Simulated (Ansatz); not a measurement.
The start is a relaxed Rb2P3 cell shaken by Gaussian noise of σ = 0.08 Å a coordinate. A full variable-cell relaxation at zero pressure is run with r2SCAN (plane waves to 500 eV, PAW, scalar-relativistic; Ansatz, an electronic-structure program). The first steps use a coarse 4×4×4 k-mesh.

Input geometry:
```yaml
crystal:
  lattice:
    - [0.00000, 4.84097, 7.36107]
    - [4.51099, 0.00000, 7.36107]
    - [4.51099, 4.84097, 0.00000]
  atoms:
    - { symbol: Rb, position: [0.24938, 0.25337, 0.23888] }
    - { symbol: Rb, position: [0.75969, 0.74992, 0.74013] }
    - { symbol: Rb, position: [0.71561, 0.28034, 0.72259] }
    - { symbol: Rb, position: [0.27724, 0.72111, 0.29057] }
    - { symbol: P, position: [0.83318, 0.88996, 0.13951] }
    - { symbol: P, position: [0.15112, 0.14988, 0.85996] }
    - { symbol: P, position: [0.73107, 0.12902, 0.27884] }
    - { symbol: P, position: [0.26994, 0.88259, 0.71184] }
    - { symbol: P, position: [0.13725, 0.72170, 0.85239] }
    - { symbol: P, position: [0.88642, 0.25964, 0.11854] }
```

| Property | Result |
|---|---|
| Largest initial force | 3.81 eV/Å, on P5 (atoms numbered as listed) |
| Energy released | 0.06 eV/atom |
| Relative to the parent | The parent structure is recovered, Fmmm (No. 69) |
| Shortest distances (start → end) | The closest pairs of elements (up to four, under 3.6 Å), start → end: P–P 1.99 → 2.16 Å; P–Rb 3.28 → 3.46 Å |
| Band gap at the end | 0.99 eV, direct at Y (no spin-orbit coupling) |
| Optimiser moves | 6 |

It ends as:

Space group Fmmm (No. 69); a = 9.027 Å, b = 9.679 Å, c = 14.723 Å, α = β = γ = 90.00°

| atom | site | symmetry | x | y | z |
|---|---|---|---|---|---|
| Rb | 8f | 222 | 0.2500 | 0.2500 | 0.2500 |
| Rb | 8h | m2m | 0.0000 | 0.2203 | 0.0000 |
| P | 8i | mm2 | 0.0000 | 0.0000 | 0.3527 |
| P | 16n | .m. | 0.2937 | 0.0000 | 0.0732 |
(The calculation used a cell of 10 atoms; values per cell refer to that cell.)

Final values are on a 6×6×6 k-mesh of the relaxed cell. No spin polarisation in the result.

The cell that was disturbed is our relaxation of an entry of Materials Project.
